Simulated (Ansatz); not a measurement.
**ZnSnN₂: from a starting cell to a relaxed one**

The start is a relaxed ZnSnN2 cell shaken by Gaussian noise of σ = 0.08 Å a coordinate. The cell and all atomic positions are relaxed at zero pressure with PBEsol (plane waves to 420 eV, PAW, scalar-relativistic; Ansatz, a program for electronic structure). First-step values are on the input's coarse k-mesh.

Ansatz input (later rounds restart from its end on a renewed k-mesh):
Ansatz 0.2 input:
```yaml
crystal:
  lattice:
    - [3.1441300363, 0, 0]
    - [-1.5720650181, 2.7228964842, 0]
    - [0, 0, 10.6097890486]
  atoms:
    - { symbol: Zn, position: [0.3160915029, 0.6553907801, 0.744684275] }
    - { symbol: Zn, position: [0.6478392123, 0.2999925425, 0.2498744322] }
    - { symbol: N, position: [0.2918982738, 0.6053797881, 0.1105427038] }
    - { symbol: N, position: [0.6387055409, 0.3344461642, 0.633329179] }
    - { symbol: N, position: [0.6606425607, 0.3638961592, 0.8883089035] }
    - { symbol: N, position: [0.3529202887, 0.7026632629, 0.37864075] }
    - { symbol: Sn, position: [-0.023732259, -0.018951744, -0.0005360069] }
    - { symbol: Sn, position: [0.034783582, 0.0040917322, 0.5047420813] }
basis: { ecutwfc: 420, ecutrho_ratio: 4, xc_grid: 2, fft_grid_basis: typed }
kpoints: { mp_grid: { grid: [8, 8, 3] } }
hamiltonian:
  xc: pbesol
  dispersion: none
  pseudopotentials: { kind: paw }
scf: { occupations: { method: fermi_dirac, width: 0.05 } }
relax: { f_tol: 0.01, max_steps: 100, cell: { stress_tol: 0.02 } }
output: { forces: true, stress: true }
```

| Quantity | Result |
|---|---|
| Initial pressure | +2.7 GPa (positive: the cell is compressed) |
| Largest initial force | 1.62 eV/Å, on N3 (atoms numbered as listed) |
| Energy released | 0.27 eV/atom |
| Volume change | +6.9 %, from 11.35 to 12.13 Å³/atom |
| Relative to the parent | It does not go back: it reaches P6₃mc (No. 186), 218 meV/atom below the parent |
| Shortest distances (start → end) | The closest pairs of elements (up to four, under 3.6 Å), start → end: N–Zn 2.11 → 1.92 Å; N–Sn 2.05 → 2.12 Å; N–N 2.71 → 3.04 Å; Sn–Zn 3.07 → 3.08 Å |
| Band gap at the end | 0.63 eV, indirect (valence top at 30 % of the way from Γ to M, conduction bottom at Γ) (no spin-orbit coupling) |
| Optimiser moves | 15 |

The end point of the relaxation:

Space group P6₃mc (No. 186); a = b = 3.231 Å, c = 10.739 Å, α = β = 90.00°, γ = 120.00°

| atom | site | symmetry | x | y | z |
|---|---|---|---|---|---|
| Zn | 2a | 3m. | 0.0000 | 0.0000 | 0.2745 |
| N | 2b | 3m. | 0.6667 | 0.3333 | 0.3726 |
| N | 2a | 3m. | 0.0000 | 0.0000 | 0.0956 |
| Sn | 2b | 3m. | 0.6667 | 0.3333 | 0.0025 |

Final values are on a 12×12×3 k-mesh of the relaxed cell. No spin polarisation in the result.

The relaxed structure here is a generated cell of ZnSnN2: the first start was made by placing the elements on the sites of a structure type, and the end was not matched to a known phase here, so it may be hypothetical.
